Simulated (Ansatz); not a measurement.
With DFT-r²SCAN in the program Ansatz with PAW potentials, SiB2Mo2 in the orthorhombic phase (Cmmm; Si on 2a, Mo on 4j, B on 4i) relaxes to a = 3.055 Å, b = 11.055 Å, c = 3.134 Å. Its formation energy from the elements is -0.34 eV/atom, with no fitted shifts.

Electronic character: metallic (no gap).

An equation-of-state fit gives a bulk modulus of 271 GPa. Bader charges are Si +0.13, Mo +0.61, B -0.68 e.

The start of the workflow was typed in or built on a structure type; neither database checked (COD, Materials Project) lists it. Its standing as an ambient phase is unchecked. Symmetry was held in the r²SCAN relaxation; whether a distortion lowers the energy is not shown. The run is not spin-polarised. The references are the lowest solids computed at this level, not always the standard phases. Spin–orbit coupling is left out wherever it is not named.

Potentials: the later of the program's two PAW sets.
